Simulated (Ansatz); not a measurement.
CuI in space group P6_422 (No. 181; Cu on 3c, I on 3d) at seven volumes, the program Ansatz at the PBEsol level (PAW), shape and atoms relaxed at each. One row is withheld.

```csv
V (Å³/atom),P (GPa)
21.646,?
22.360,3.85
23.074,1.75
23.787,0.00
24.501,-1.46
25.215,-2.67
25.928,-3.67
```

**Question.** Fit the shown pressures and predict the withheld one.

**Answer.** P = (3/2)B₀(x^(7/2) − x^(5/2))[1 + (3/4)(B′ − 4)(x − 1)] with x = (V₀/V)^(2/3). Least squares on the six rows gives V₀ = 23.786 Å³/atom, B₀ = 53.1 GPa, B′ = 5.13. At V = 21.646, x = 1.0649 and P = 6.38 GPa. The run itself gave 6.37 GPa.

The start of the workflow was typed in or built on a structure type; neither database checked (COD, Materials Project) lists it. It is not the phase usual at ambient conditions (space group No. 216). The cell was relaxed with PBEsol under the symmetry of its start; whether a distortion lowers the energy is not shown. The workflow began spin-polarised and lost its moments. Spin–orbit coupling is left out wherever it is not named.

Potentials: the later of the program's two PAW sets.
